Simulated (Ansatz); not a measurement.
# SnO₂: from a starting cell to a relaxed one

The start is a generated trial cell of SnO2 in the baddeleyite structure type. A full variable-cell relaxation at zero pressure is run with r2SCAN (plane waves to 500 eV, PAW, scalar-relativistic; Ansatz, an electronic-structure program). First-step values are on the input's coarse k-mesh.

Ansatz input (later rounds restart from its end on a renewed k-mesh):
Ansatz 0.2 input:
```yaml
crystal:
  lattice:
    - [5.164287, 0, 0]
    - [0, 5.225551, 0]
    - [-0.855167, 0, 5.262503]
  atoms:
    - { symbol: Sn, position: [0.2754, 0.0395, 0.2083] }
    - { symbol: Sn, position: [0.7246, 0.5395, 0.2917] }
    - { symbol: Sn, position: [0.7246, 0.9605, 0.7917] }
    - { symbol: Sn, position: [0.2754, 0.4605, 0.7083] }
    - { symbol: O, position: [0.07, 0.3317, 0.3447] }
    - { symbol: O, position: [0.93, 0.8317, 0.1553] }
    - { symbol: O, position: [0.93, 0.6683, 0.6553] }
    - { symbol: O, position: [0.07, 0.1683, 0.8447] }
    - { symbol: O, position: [0.4496, 0.7569, 0.4792] }
    - { symbol: O, position: [0.5504, 0.2569, 0.0208] }
    - { symbol: O, position: [0.5504, 0.2431, 0.5208] }
    - { symbol: O, position: [0.4496, 0.7431, 0.9792] }
basis: { ecutwfc: 500, ecutrho_ratio: 4, xc_grid: 4, fft_grid_basis: typed }
kpoints: { mp_grid: { grid: [4, 4, 4] } }
hamiltonian:
  xc: r2scan
  dispersion: none
  pseudopotentials: { azcp: { folder: ./paw }, kind: paw }
scf: { occupations: { method: fermi_dirac, width: 0.05 } }
relax: { f_tol: 0.01, max_steps: 100, cell: { stress_tol: 0.02 } }
output: { forces: true, stress: true }
```

Initial pressure: -7.8 GPa (negative: the cell is under tension)
Energy released: 0.15 eV/atom
Band gap at the end: 2.10 eV, direct within 0.03 eV (at Γ) (no spin-orbit coupling)
Optimiser moves: 10

Final values are on a 6×5×5 k-mesh of the relaxed cell. No spin polarisation in the result.

The run could not lose the symmetry of its start; a randomly shaken copy of 12 atoms returns to this structure.

The first start was generated by placing the elements on the sites of a structure type. Materials Project lists a structure of SnO2 in the same space group, Pbcn (No. 60); the sites were not compared with it, nor with measured phases. Known forms of SnO2 include space group No. 136.
